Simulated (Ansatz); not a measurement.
TePd:
```xyz
4
Lattice="1.8957 -5.1993 0.0000 1.8957 5.1993 0.0000 0.0000 0.0000 4.0396" Properties=species:S:1:pos:R:3 pbc="T T T"
Te     1.8957    -1.4611     1.0099
Pd     1.8957    -4.1867     1.0099
Te     1.8957     1.4611     3.0297
Pd     1.8957     4.1867     3.0297
```

Relaxed with PBEsol (plane waves, PAW; program Ansatz). Indices refer to the conventional cell of Cmcm, a = 3.791 Å, b = 10.399 Å, c = 4.040 Å, α = β = γ = 90.00°.

### Question
Simulate the powder diffraction pattern (Co Kα, λ = 1.79026 Å; lines above 1 %) up to 2θ = 90°.

### Answer
Simulated powder pattern, Co Kα, λ = 1.79026 Å (kinematic, ideal powder, no thermal factors, no anomalous dispersion; the 30 strongest lines at most, above 1 %, up to 2θ = 90°):

```
2θ (°)  d (Å)  I/Imax (%)    hkl
------  -----  ----------  -----
19.83   5.199         1.0  (020)
39.15   2.672         100  (111)
40.28   2.600          36  (040)
40.96   2.558          11  (130)
48.34   2.186          15  (041)
48.93   2.161          57  (131)
52.61   2.020          23  (002)
56.35   1.896          19  (200)
58.80   1.823         3.2  (150)
65.18   1.662          11  (151)
68.28   1.595          15  (042)
68.76   1.585         5.1  (132)
71.52   1.532          13  (240)
77.36   1.432         7.5  (241)
80.66   1.383         7.1  (170)
80.72   1.382          14  (202)
82.81   1.353         2.3  (152)
86.32   1.309         5.3  (171)
87.05   1.300         1.2  (080)
```

The start of the workflow was typed in or built on a structure type; neither database checked (COD, Materials Project) lists it. COD files the formula under space group No. 194. Its standing as an ambient phase is unchecked. The PBEsol relaxation kept the symmetry of its start; whether a distortion lowers the energy is not shown. No spin polarisation was allowed. Scalar-relativistic: spin–orbit coupling is off unless named, which matters more the heavier the elements.

Potentials: the earlier of the program's two PAW sets. The files were generated under PBE; for other functionals the program regenerates the frozen cores, and for LDA and PBEsol the local potential too.
